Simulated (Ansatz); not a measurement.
Notes on a calculation: LaTl in the CsCl-type structure

**The experiment.** The Crystallography Open Database holds a cell as deposited of cubic LaTl (space group Pm-3m), temperature not stated (1965): a = 3.936 Å, 30.49 Å³/atom.

Computed with Ansatz (plane waves, PAW, 420 eV cutoff): PBEsol, scalar-relativistic, no spin polarisation, 8×8×8 k-mesh, Gaussian smearing of 0.05 eV; PAW files: Ansatz's generated set soft_2.

The start was a prototype's sites filled with these elements; the Crystallography Open Database holds the compound in this structure.

Starting cell, 1 % over the database's volume:

```
La Tl
1.0
     3.94907    0.00000    0.00000
     0.00000    3.94907    0.00000
     0.00000    0.00000    3.94907
La Tl
1 1
Cartesian
  0.0000 0.0000 0.0000
  1.9745 1.9745 1.9745
```

The first steps of the search for zero pressure:

| run | level | k-mesh | kind | V (Å³/atom) | P (GPa) | gap on the mesh (eV) |
| --- | --- | --- | --- | --- | --- | --- |
| 1 | PBEsol | 8×8×8 | fixed cell | 30.79 | -1.2 | metal |
| 2 | PBEsol | 8×8×8 | fixed cell | 30.54 | -0.8 | metal |

(1) At which volume does PBEsol reach zero pressure?

Answer:

(1) 30.05 Å³/atom, about 2.4 % under the start.

The steps that followed:

| run | level | k-mesh | kind | V (Å³/atom) | P (GPa) | E − E(final) (meV/atom) | gap on the mesh (eV) |
| --- | --- | --- | --- | --- | --- | --- | --- |
| 3 | PBEsol | 8×8×8 | fixed cell | 30.05 | 0.0 | 0.0 | metal |

The cell is relaxed to zero pressure at this level.

The final structure (symmetry read at 0.01 Å). The structure is cubic, space group Pm-3m (No. 221). The conventional cell has a = 3.917 Å, b = 3.917 Å, c = 3.917 Å, α = 90.00°, β = 90.00°, γ = 90.00°. Around La (site symmetry m-3m) lie 8 Tl at 3.39 Å. Tl (site symmetry m-3m) has 8 La at 3.39 Å as nearest neighbours. (Shells end 15 % past the nearest neighbour.)

```json
{"atom": "La", "site": "1a", "symmetry": "m-3m", "x": "0.0000", "y": "0.0000", "z": "0.0000"}
{"atom": "Tl", "site": "1b", "symmetry": "m-3m", "x": "0.5000", "y": "0.5000", "z": "0.5000"}
```

- At the final geometry the gap, band path included, is zero (metallic).
- The equation of state gives B0 = 54 GPa.
- Against the elements' standard states, run alike and uncorrected, the formation energy is -0.46 eV/atom.

**Against experiment.** PBEsol gives 3.917 Å and 30.05 Å³/atom, −1.4 % in volume (−0.5 % in length) from the database's cell. PBEsol was built to cure PBE's overestimate of volumes, and the static lattice lacks thermal expansion.

These numbers lack spin–orbit coupling.
